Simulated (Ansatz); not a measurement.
Relaxed-ion elastic tensor of Cs (bcc (W type), space group No. 229) in GPa (Voigt order), r²SCAN in the plane-wave PAW code Ansatz; density 1.79 g/cm³, 123.07 Å³ per atom.

```
2.2  1.6  1.6  0.0  0.0  0.0
1.6  2.2  1.6  0.0  0.0  0.0
1.6  1.6  2.2  0.0  0.0  0.0
0.0  0.0  0.0  1.2  0.0  0.0
0.0  0.0  0.0  0.0  1.2  0.0
0.0  0.0  0.0  0.0  0.0  1.2
```

Question: Is the crystal mechanically stable?

Answer: Yes: the smallest eigenvalue of C is 0.5 GPa.

Question: Work out the Voigt, Reuss and Hill averages.

Answer: K_V = 1.8, K_R = 1.8, K_H = 1.8; G_V = 0.9, G_R = 0.5, G_H = 0.7 GPa.

Question: Give Young's modulus, Poisson's ratio, Pugh's ratio and the universal anisotropy index.

Answer: E = 9KG/(3K + G) = 1.8 GPa; ν = 0.33; K/G = 2.69 (ductile by the Pugh limit of 1.75); A_U = 5G_V/G_R + K_V/K_R − 6 = 3.47.

Question: Estimate the sound speeds and the Debye temperature.

Answer: v_l = √((K + 4G/3)/ρ) = 1230 m/s, v_t = √(G/ρ) = 615 m/s, mean 690 m/s; Θ = (h/k)(3n/4πV)^(1/3) v_m = 41.3 K.

Question: Give the Zener ratio and Young's modulus along [100], [110] and [111].

Answer: A = 2C44/(C11 − C12) = 4.67; 1/E = S11 − 2(S11 − S12 − S44/2)Γ with Γ = 0, 1/4, 1/3 gives 0.8, 1.7, 3.0 GPa.

Question: Solve the Christoffel equation for the three sound speeds along [100], [110], [111].

Answer: Eigenvalues of C_ijkl n_j n_l equal ρv². In km/s, slowest first: [100] 0.83, 0.83, 1.10; [110] 0.39, 0.83, 1.33; [111] 0.57, 0.57, 1.39.

Space group Im-3m (bcc (W type)). The r²SCAN relaxation kept the symmetry of its start. As this level gives no gap, shear constants depend on the k-mesh and smearing (Fermi–Dirac, 0.1 eV here). Spin–orbit coupling is left out wherever it is not named.

Potentials: the earlier of the program's two PAW sets.
